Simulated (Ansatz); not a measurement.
Kick test of a cell of Cu₄Ni

It was reached by relaxing an invented guess, and it needn't be the stable form of this composition.

These are results of Ansatz, DFT PBE, scalar-relativistic, plane waves, PAW, not measurements. Settings: cutoff 420 eV, Γ-centred mesh 18×18×2 on the computed 10-atom cell, Gaussian smearing of 0.10 eV; no spin polarisation.

The cell below (10 atoms, space group P6_3/mmc (No. 194)) is relaxed within its symmetry.

```
CELL_PARAMETERS angstrom
2.53877 0.00000 0.00000
-1.26938 2.19864 0.00000
0.00000 0.00000 20.96984
ATOMIC_POSITIONS crystal
Cu 0.33333 0.66667 0.05060
Cu 0.33333 0.66667 0.44940
Cu 0.33333 0.66667 0.65160
Cu 0.33333 0.66667 0.84840
Cu 0.66667 0.33333 0.15160
Cu 0.66667 0.33333 0.34840
Cu 0.66667 0.33333 0.55060
Cu 0.66667 0.33333 0.94940
Ni 0.33333 0.66667 0.25000
Ni 0.66667 0.33333 0.75000
```

For the test it was strained at random (σ = 1.5 % a component), the atoms were moved at random (σ = 0.05 Å), and all was relaxed again on a coarse 12×12×1 mesh (in the run’s order of axes) with 0.20 eV smearing, with no symmetry imposed.

Trial moments died out on the coarse mesh, so the last step has no spin; another magnetic start might hold.

Task: Does it come back?

Result: It returns, within 1 meV/atom of the unmoved cell on that mesh and with the same symmetry when read at 0.1 Å. No instability shows in this cell; modes of other wave vectors, which need another repeat, aren't tested.
